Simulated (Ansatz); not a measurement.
A geometry of La2O3 away from equilibrium: step 2 of the relaxation of a randomly generated symmetric cell of La2O3 (space group No. 194). Method: r2SCAN (plane waves to 500 eV, PAW, scalar-relativistic; Ansatz, an electronic-structure program). Γ-centred k-mesh 6×6×3 on the run's cell (coarser than for final values), Fermi–Dirac smearing 0.05 eV. The plane waves were selected for a different cell earlier on the path.

```
La2O3
1.0
    4.45778     0.00000     0.00000
   -2.22889     3.86055     0.00000
    0.00000     0.00000     9.78489
La O
4 6
Direct
  0.00000   0.00000   0.00000
  0.00000   0.00000   0.50000
  0.33333   0.66667   0.25000
  0.66667   0.33333   0.75000
  0.00000   0.00000   0.25000
  0.00000   0.00000   0.75000
  0.33333   0.66667   0.67009
  0.33333   0.66667   0.82991
  0.66667   0.33333   0.32991
  0.66667   0.33333   0.17009
```

Task: What forces act on the atoms (eV/Å)?

Result: 
```json
[
 {"atom": "La1", "Fx": "0.00", "Fy": "0.00", "Fz": "0.00"},
 {"atom": "La2", "Fx": "0.00", "Fy": "0.00", "Fz": "0.00"},
 {"atom": "La3", "Fx": "0.00", "Fy": "0.00", "Fz": "0.00"},
 {"atom": "La4", "Fx": "0.00", "Fy": "0.00", "Fz": "0.00"},
 {"atom": "O5", "Fx": "0.00", "Fy": "0.00", "Fz": "0.00"},
 {"atom": "O6", "Fx": "0.00", "Fy": "0.00", "Fz": "0.00"},
 {"atom": "O7", "Fx": "0.00", "Fy": "0.00", "Fz": "-1.71"},
 {"atom": "O8", "Fx": "0.00", "Fy": "0.00", "Fz": "1.71"},
 {"atom": "O9", "Fx": "0.00", "Fy": "0.00", "Fz": "1.71"},
 {"atom": "O10", "Fx": "0.00", "Fy": "0.00", "Fz": "-1.71"}
]
```

The path ends in P6₃/mmc (No. 194). No spin polarisation in the result.

The run could not lose the symmetry of its start, so the end can be a saddle point.

The end of the path is a generated cell of La2O3: the first start was made by a random draw of sites in a space group, and the end was not matched to a known phase here, so it may be hypothetical. Known forms of La2O3 include space group No. 164.
